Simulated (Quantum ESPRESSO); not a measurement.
Si6AlP, input and log of a self-consistent run

Computed values, not a measurement. The program is pw.x of Quantum ESPRESSO 7.5 (plane-wave density functional theory). The cell is made up: 8 atoms on a zincblende/diamond lattice, with randomly drawn elements, strain and displacements, not relaxed. PseudoDojo standard norm-conserving files (v0.5 for PBE, v0.4.1 for LDA and PBEsol) set the functional; there is no spin polarisation, spin-orbit coupling or dispersion term, and the masses in the input are unused placeholders.

Input:

```
&control calculation='scf', pseudo_dir='./dojo.nc.sr.pbe.v0_5.standard.upf', outdir='./o', disk_io='low', tprnfor=.true., tstress=.true. /
&system ibrav=0, nat=8, ntyp=3, nbnd=26, ecutwfc=44.02568797, nosym=.true., tot_charge=0,
 occupations='smearing', smearing='fd', degauss=0.0073498644
/
&electrons conv_thr=7.350e-09, electron_maxstep=60, /
ATOMIC_SPECIES
Al 1.0 Al.upf
P 1.0 P.upf
Si 1.0 Si.upf
CELL_PARAMETERS angstrom
5.6038 -0.043 -0.0382
-0.043 5.4899 0.0639
-0.0382 0.0639 5.6281
ATOMIC_POSITIONS angstrom
Si 0.0123 0.0613 0.0881
Si 0.009 2.7244 2.8105
Si 2.8754 -0.0003 2.7671
Si 2.8275 2.7249 -0.0378
Al 1.3127 1.419 1.3968
Si 1.3743 4.1833 4.3298
P 4.1471 1.3834 4.2268
Si 4.0959 4.1331 1.3631
K_POINTS automatic
6 6 6 1 1 1
```

The log is shortened where brackets say so; the opening notice, blank lines, dates and the lines on written files are dropped, and the path of the files is cut. It prints rydbergs, bohrs and kilobars, and counts compression as positive stress.

```
     Program PWSCF v.7.5
     Parallel version (MPI & OpenMP), running on       4 processor cores
     Number of MPI processes:                 4
     Threads/MPI process:                     1
     [start-up lines left out]
     bravais-lattice index     =            0
     lattice parameter (alat)  =      10.5902  a.u.
     unit-cell volume          =    1168.1602 (a.u.)^3
     number of atoms/cell      =            8
     number of atomic types    =            3
     number of electrons       =        32.00
     number of Kohn-Sham states=           26
     kinetic-energy cutoff     =      44.0257  Ry
     charge density cutoff     =     176.1028  Ry
     scf convergence threshold =      7.3E-09
     mixing beta               =       0.7000
     number of iterations used =            8  plain     mixing
     Exchange-correlation= PBE
                           (   1   4   3   4   0   0   0)
     [axes and pseudopotential details left out]
   Cartesian axes
     site n.     atom                  positions (alat units)
         1        Si     tau(   1) = (   0.0021948   0.0109384   0.0157206  )
         2        Si     tau(   2) = (   0.0016060   0.4861445   0.5015083  )
         3        Si     tau(   3) = (   0.5130891  -0.0000535   0.4937639  )
         4        Si     tau(   4) = (   0.5045418   0.4862337  -0.0067451  )
         5        Al     tau(   5) = (   0.2342394   0.2532077   0.2492463  )
         6        Si     tau(   6) = (   0.2452314   0.7464720   0.7726136  )
         7        P      tau(   7) = (   0.7400124   0.2468552   0.7542342  )
         8        Si     tau(   8) = (   0.7308762   0.7375142   0.2432328  )
     number of k points=   108  Fermi-Dirac smearing, width (Ry)=  0.0073
     Number of k-points >= 100: set verbosity='high' to print them.
     Dense  grid:    46115 G-vectors     FFT dimensions: (  45,  45,  45)
     Estimated max dynamical RAM per process >     117.44 MB
     Estimated total dynamical RAM >     435.97 MB
     Initial potential from superposition of free atoms
     starting charge      31.9937, renormalised to      32.0000
     Starting wfcs are   32 randomized atomic wfcs
     total cpu time spent up to now is        2.4 secs
     per-process dynamical memory:   102.4 Mb
     Self-consistent Calculation
     iteration #  1     ecut=    44.03 Ry     beta= 0.70
     Davidson diagonalization with overlap
     ethr =  1.00E-02,  avg # of iterations =  4.1
     Threshold (ethr) on eigenvalues was too large:
     Diagonalizing with lowered threshold
     Davidson diagonalization with overlap
     ethr =  6.84E-04,  avg # of iterations =  3.0
     total cpu time spent up to now is       13.3 secs
     total energy              =     -69.16019747 Ry
     estimated scf accuracy    <       0.23731445 Ry
     iteration #  2     ecut=    44.03 Ry     beta= 0.70
     Davidson diagonalization with overlap
     ethr =  7.42E-04,  avg # of iterations =  2.6
     total cpu time spent up to now is       18.2 secs
     total energy              =     -69.16579386 Ry
     estimated scf accuracy    <       0.06612931 Ry
     iteration #  3     ecut=    44.03 Ry     beta= 0.70
     Davidson diagonalization with overlap
     ethr =  2.07E-04,  avg # of iterations =  4.7
     total cpu time spent up to now is       24.1 secs
     total energy              =     -69.18418120 Ry
     estimated scf accuracy    <       0.03271548 Ry
     iteration #  4     ecut=    44.03 Ry     beta= 0.70
     Davidson diagonalization with overlap
     ethr =  1.02E-04,  avg # of iterations =  3.5
     total cpu time spent up to now is       28.9 secs
     total energy              =     -69.18985642 Ry
     estimated scf accuracy    <       0.00077535 Ry
     iteration #  5     ecut=    44.03 Ry     beta= 0.70
     Davidson diagonalization with overlap
     c_bands:  1 eigenvalues not converged
     c_bands:  1 eigenvalues not converged
     c_bands:  1 eigenvalues not converged
     c_bands:  1 eigenvalues not converged
     ethr =  2.42E-06,  avg # of iterations = 13.4
     total cpu time spent up to now is       37.8 secs
     total energy              =     -69.19019964 Ry
     estimated scf accuracy    <       0.00008506 Ry
     iteration #  6     ecut=    44.03 Ry     beta= 0.70
     Davidson diagonalization with overlap
     ethr =  2.66E-07,  avg # of iterations =  2.9
     total cpu time spent up to now is       42.5 secs
     total energy              =     -69.19021742 Ry
     estimated scf accuracy    <       0.00000582 Ry
     iteration #  7     ecut=    44.03 Ry     beta= 0.70
     Davidson diagonalization with overlap
     ethr =  1.82E-08,  avg # of iterations =  2.5
     total cpu time spent up to now is       47.1 secs
     total energy              =     -69.19021872 Ry
     estimated scf accuracy    <       0.00000047 Ry
     iteration #  8     ecut=    44.03 Ry     beta= 0.70
     Davidson diagonalization with overlap
     ethr =  1.48E-09,  avg # of iterations =  3.8
     total cpu time spent up to now is       52.2 secs
     total energy              =     -69.19021891 Ry
     estimated scf accuracy    <       0.00000008 Ry
     iteration #  9     ecut=    44.03 Ry     beta= 0.70
     Davidson diagonalization with overlap
     ethr =  2.57E-10,  avg # of iterations =  2.1
     total cpu time spent up to now is       56.6 secs
     total energy              =     -69.19021893 Ry
     estimated scf accuracy    <       0.00000002 Ry
     iteration # 10     ecut=    44.03 Ry     beta= 0.70
     Davidson diagonalization with overlap
     ethr =  5.62E-11,  avg # of iterations =  2.0
     total cpu time spent up to now is       60.9 secs
     End of self-consistent calculation
     Number of k-points >= 100: set verbosity='high' to print the bands.
     the Fermi energy is     5.6405 ev
!    total energy              =     -69.19021893 Ry
     estimated scf accuracy    <          1.1E-09 Ry
     smearing contrib. (-TS)   =      -0.00183920 Ry
     internal energy E=F+TS    =     -69.18837973 Ry
     The total energy is F=E-TS. E is the sum of the following terms:
     one-electron contribution =      15.63231347 Ry
     hartree contribution      =       5.51484344 Ry
     xc contribution           =     -24.48608143 Ry
     ewald contribution        =     -65.84945521 Ry
     convergence has been achieved in  10 iterations
     Forces acting on atoms (cartesian axes, Ry/au):
     atom    1 type  3   force =    -0.02542012   -0.04276344   -0.05311663
     atom    2 type  3   force =    -0.03774286    0.05806033    0.04047599
     atom    3 type  3   force =    -0.04188048    0.00725542    0.01356947
     atom    4 type  3   force =    -0.01491441   -0.00619545    0.00741098
     atom    5 type  1   force =     0.07015159   -0.00137764    0.01581879
     atom    6 type  3   force =    -0.01569107    0.00475681   -0.03335754
     atom    7 type  2   force =     0.02485976    0.00203512   -0.01489994
     atom    8 type  3   force =     0.04063760   -0.02177115    0.02409889
     Total force =     0.155376     Total SCF correction =     0.000040
     Computing stress (Cartesian axis) and pressure
          total   stress  (Ry/bohr**3)                   (kbar)     P=      -23.28
  -0.00018089   0.00007712   0.00004379          -26.61       11.34        6.44
   0.00007712  -0.00007397   0.00005542           11.34      -10.88        8.15
   0.00004379   0.00005542  -0.00021990            6.44        8.15      -32.35
     init_run     :      2.20s CPU      2.31s WALL (       1 calls)
     electrons    :     58.17s CPU     58.51s WALL (       1 calls)
     forces       :      0.97s CPU      0.99s WALL (       1 calls)
     stress       :      3.62s CPU      3.63s WALL (       1 calls)
     [timing details left out]
     PWSCF        :   1m 5.06s CPU   1m 5.59s WALL
     JOB DONE.
```

In other units: free energy -941.381 eV for the cell, pressure -2.33 GPa, largest force component 1.804 eV/Å. A rerun of a related cell, with the same atoms placed differently, at 838 eV and a 8 x 8 x 8 mesh moved values by no more than 0.002 eV in energy, 0.02 GPa in stress and 0.003 eV/Å in force.